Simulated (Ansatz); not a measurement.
# A vibration from a frozen displacement in V$_{2}$N$_{3}$

Theory: DFT PBEsol, scalar-relativistic, plane waves, PAW in Ansatz 0.2.0. Cutoff 420 eV, Γ-centred 18×18×8 k-points, Gaussian smearing of 0.15 eV. No spin polarisation. Energies are free energies at this smearing, counted from the undisturbed cell; pressure is positive in compression.

Reference structure (relaxed at this level; with this scan's settings it stands at 0.1 GPa; it needn't be the usual structure):

```yaml
crystal:
  lattice:
    - [2.77979, 0.00000, 0.00000]
    - [-1.38989, 2.40737, 0.00000]
    - [0.00000, 0.00000, 6.19635]
  atoms:
    - { symbol: V, position: [0.66667, 0.33333, 0.30212] }
    - { symbol: V, position: [0.33333, 0.66667, 0.69788] }
    - { symbol: N, position: [0.00000, 0.00000, 0.50000] }
    - { symbol: N, position: [0.00000, 0.00000, 0.10744] }
    - { symbol: N, position: [0.00000, 0.00000, 0.89256] }
```

Atom 1 (V) is moved by x along the Cartesian unit vector (1.000, 0.000, 0.000); the cell and all other atoms stay fixed. The cell's volume is 41.47 Å³; the moved atoms weigh 50.941 u together and the others 92.963 u.

| x (Å) | ΔE (meV/cell) | total force on the moved atoms along the move (eV/Å) | pressure (GPa) |
| --- | --- | --- | --- |
| -0.2000 | 265.04 | 2.6180 | 3.5085 |
| -0.1200 | 96.12 | 1.5958 | 1.3141 |
| 0.0000 | 0.00 | 0.0000 | 0.0580 |
| 0.0800 | 42.81 | -1.0685 | 0.6188 |
| 0.1600 | 170.35 | -2.1138 | 2.2790 |

Question: What frequency belongs to this motion?

Answer: The force constant is k = −dF/dx = 13.333 eV/Å², from the parabola through x = -0.1200, 0 and 0.0800. In every cell the moved atoms swing against the rest, so the mass is μ = m₁m₂/(m₁ + m₂) = 32.908 u, and ν̃ = 521.5 cm⁻¹ × √(|k|/μ) = 332 cm⁻¹. The pattern needn't be a normal mode: ν̃² is then a weighted mean of the squared nonzero frequencies at the zone centre of this cell, so it lies between the lowest and the highest of them.

Question: How far does the harmonic law reach?

Answer: At x = -0.200 Å, kx²/2 = 266.66 meV against the computed 265.04 meV (-0.6 %): the well is still close to harmonic there.

In a metal these slopes depend on the k mesh and the smearing.

Cost: 5 runs of about 6.3 core-minutes in all, on Oxide Virtual Turin-like Processor (Zen 5) (shared hosts).